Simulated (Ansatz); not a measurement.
A comparison from first-principles data. Relaxing one composition in several structure types shows which are competitive, which pressure would favour, and how volume and gap change with structure.

HfO2, P2₁/c mP12 serves as the reference. The reference is the lowest phase computed, which need not be the stable form in nature.

Methods, by column (Ansatz, a plane-wave PAW program): energy: r²SCAN, total energy at 0 K with the change to a 700 eV cutoff added (comparable within one formula alone); volume per atom: r²SCAN, relaxed cell; gap: r²SCAN; bulk modulus: r²SCAN, equation-of-state fit.

Runs started from generated or typed cells of the structure named: HfO2, P4₂/nmc tP6; HfO2, P2₁/c mP12; HfO2, Pca2₁ oP12; HfO2, fluorite. No claim is made that these are known or stable phases: HfO2, rutile. Known as high-temperature phases, here as static cells: HfO2, P4₂/nmc tP6, HfO2, fluorite. Dynamically unstable, with imaginary phonons beyond 50i cm⁻¹ at the level named: HfO2, fluorite (r²SCAN+D4). Spin–orbit coupling is left out unless named; in separate runs it moves the gap by HfO2, Pca2₁ oP12 −0.05 eV (r²SCAN); it moves the gap of HfO2, rutile, HfO2, P4₂/nmc tP6, HfO2, P2₁/c mP12, HfO2, fluorite by under 0.05 eV.

Definitions used: ΔE = E − E_ref; ΔV = V − V_ref; temperature scale ΔE/k_B = 11.605 K/meV × ΔE.

```
crystal                      E (eV/atom)  V (Å³/atom)  gap (eV)  B₀ (GPa)  ΔE (meV/atom)  ΔV (Å³/atom)  ΔE/k_B (K)
---------------------------  -----------  -----------  --------  --------  -------------  ------------  ----------
HfO2, rutile                   −5625.440        12.56      4.53       222           41.0          1.02         480
HfO2, P4₂/nmc tP6              −5625.433        11.09      5.27       191           48.0         −0.45         560
HfO2, P2₁/c mP12, reference    −5625.481        11.54      4.59         –            0.0          0.00           0
HfO2, Pca2₁ oP12               −5625.461        11.13      4.94         –           20.0         −0.41         230
HfO2, fluorite                 −5625.400        10.79      4.30       271           52.6         −0.75         610
```

**Question.** In one row the value of «ΔE (meV/atom)» was worked out wrongly and carried along the row. Which row, and what follows once it is corrected?

**Answer.** The row of HfO2, fluorite shows 52.6. From its own inputs, ΔE = 1000 × (−5625.400 − (−5625.481)) = 81.0 meV/atom. Carried on: ΔE/k_B: 11.605 × 81.0 = 940 K. The other rows agree with the rules.

With the correction: Ranking by ΔE, lowest first: HfO2, P2₁/c mP12 (0.0 ± 5.0), HfO2, Pca2₁ oP12 (20.0 ± 5.0), HfO2, rutile (41.0 ± 5.0) ≈ HfO2, P4₂/nmc tP6 (48.0 ± 5.0), HfO2, fluorite (81.0 ± 5.0). The ± follows from allowances picked for this note (energy 0.004 eV/atom, 3 meV/atom on the figure itself), carried to first order and added in quadrature, each row's own inputs moving alone; ≈ joins neighbours closer than their two ± added in quadrature. At the edge of that rule, so that a last digit could turn the call: HfO2, rutile and HfO2, P4₂/nmc tP6.

Vibrational free energy is left out, and phases that were not computed could lie lower. Rows are a sample of the computed phases of this formula. Limits of the draw: a spread of over 30 meV/atom, none over 0.9 eV/atom above the reference, within 8 meV/atom of the lowest or within 3 meV/atom of a neighbour. As a rule kept out of such tables: 4f compounds, open-shell compounds run without a Hubbard term, cells close to a higher symmetry, and runs set to a pressure or over 12 % in volume from the crystal's fullest run. A dash marks a value that is not given here.
